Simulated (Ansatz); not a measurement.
NaMgF₃ (cubic perovskite, Pm-3m) under volume change, r²SCAN in the plane-wave PAW code Ansatz, scaled uniformly.

```csv
V (Å³/atom),E − E(relaxed) (meV/atom),P (GPa)
10.688,28.0,9.20
11.040,11.8,5.63
11.392,2.8,2.60
11.745,0.0,0.03
12.097,?,?
12.449,?,?
12.802,20.0,-5.64
```

### Question
Fill in the missing entries.

### Answer

- 12.097, E − E(relaxed) (meV/atom): 2.4
- 12.097, P (GPa): -2.17
- 12.449, E − E(relaxed) (meV/atom): 9.3
- 12.449, P (GPa): -4.05

### Question
What does a third-order Birch–Murnaghan fit give for V₀, B₀ and B′?

### Answer
V₀ = 11.75 Å³/atom, B₀ = 79.1 GPa, B′ = 4.3.

The first step of the workflow began from a Materials Project structure, measured or hypothetical; the Crystallography Open Database copy checked does not list it. COD files the formula under space group No. 62. Its standing as an ambient phase is unchecked. The r²SCAN relaxation kept the symmetry of its start; its stability against distortions is not shown here.

Potentials: the later of the program's two PAW sets.
